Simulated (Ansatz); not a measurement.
HgS:
```
CELL_PARAMETERS angstrom
      4.16168     0.00000     0.00000
     -2.08084     3.60412     0.00000
      0.00000     0.00000     9.50325
ATOMIC_POSITIONS crystal
  Hg 0.71347 0.00000 0.66667
  Hg 0.00000 0.71347 0.33333
  Hg 0.28653 0.28653 0.00000
  S  0.49873 0.00000 0.16667
  S  0.00000 0.49873 0.83333
  S  0.50127 0.50127 0.50000
```

Cartesian axes are those of the cell as given.

Question: Give the proper piezoelectric stress tensor with relaxed ions from plane-wave PAW PBE+D3(BJ) (Ansatz code).

Answer: In C/m², rows x, y, z, Voigt columns; mesh uncertainty up to 0.00.
```
-0.33   0.33   0.00  -0.33   0.00   0.00
 0.00   0.00   0.00   0.00   0.33   0.33
 0.00   0.00   0.00   0.00   0.00   0.00
```

The elastic tensor of the same run (GPa):

```tsv
	1	2	3	4	5	6
1	37.9	8.4	15.6	-8.8	0.0	0.0
2	8.4	37.9	15.6	8.8	0.0	0.0
3	15.6	15.6	49.1	0.0	0.0	0.0
4	-8.8	8.8	0.0	18.5	0.0	0.0
5	0.0	0.0	0.0	0.0	18.5	-8.8
6	0.0	0.0	0.0	0.0	-8.8	14.7
```

Question: Convert to strain constants d = e·S.

Answer: In pC/N:
```
-23.0   23.0    0.0  -39.5    0.0    0.0
  0.0    0.0    0.0    0.0   39.5   46.1
  0.0    0.0    0.0    0.0    0.0    0.0
```

Space group P3_221. The cell was relaxed with PBE+D3(BJ) under the symmetry of its start; of distortions, only those at the zone centre were tested. Spin–orbit coupling is left out wherever it is not named.

Potentials: the later of the program's two PAW sets.
